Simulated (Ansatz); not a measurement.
Here is an unrelaxed guess for HfTe2W2.

```xyz
5
Lattice="4.1394 0.0000 0.0000 -2.0697 3.5848 0.0000 0.0000 0.0000 8.1790" Properties=species:S:1:pos:R:3 pbc="T T T"
Hf    0.0000    0.0000    4.0895
Te    0.0000    0.0000    6.9137
Te    0.0000    0.0000    1.2653
W     0.0000    2.3899    2.7983
W     2.0697    1.1949    5.3807
```

Theory: DFT PBE, scalar-relativistic, plane waves, PAW in Ansatz. Settings: cutoff 420 eV, Γ-centred mesh 6×6×2 on the computed 5-atom cell, Gaussian smearing of 0.10 eV; no spin polarisation.

The zero of energy is the elements' standard structures at the same level; no fitted shifts are applied.

Question: How far from equilibrium is it?

Answer: The pressure is 8.2 GPa (the mean over three directions, positive in compression), the largest force is 4.53 eV/Å, and the energy is +1.06 eV/atom against the elements. The shortest distance is 2.53 Å.

Question: How much does it gain on relaxing, and where does it end?

Answer: Relaxing gains about 0.79 eV/atom (the start's value is from the coarse mesh, so the gain is rough) in 33 ionic steps and ends at +0.27 eV/atom on the finer mesh. The symmetry stays P-3m1 (No. 164). The volume per atom grows by 3.2 %, from 24.3 to 25.0 Å³. The shortest distance goes from 2.53 Å (Te–Te) to 2.73 Å (Te–W). The ratio c/a of the conventional cell changes by a factor of 2.07. Conventional cell: a = 3.280 Å, c = 13.439 Å. Hf has 6 W at 2.97 Å and 6 Hf at 3.28 Å; Te has 3 W at 2.73 Å and 6 Te at 3.28 Å; W is surrounded by 3 Te at 2.73 Å, 3 Hf at 2.97 Å and 6 W at 3.28 Å.

The last run used a 12×12×4 mesh (in the run's order of axes) for its 5-atom cell and Gaussian smearing of 0.10 eV. No dispersion correction is applied, so the spacing and binding between layers, chains or molecules are poorly described. Spin–orbit coupling, which can matter for Hf, Te and W, is left out. The reference form of Te is held partly by dispersion forces, which this level lacks. The relaxation can't lower the symmetry of the start. Symmetry constrained the relaxation, so the result can be a saddle point.
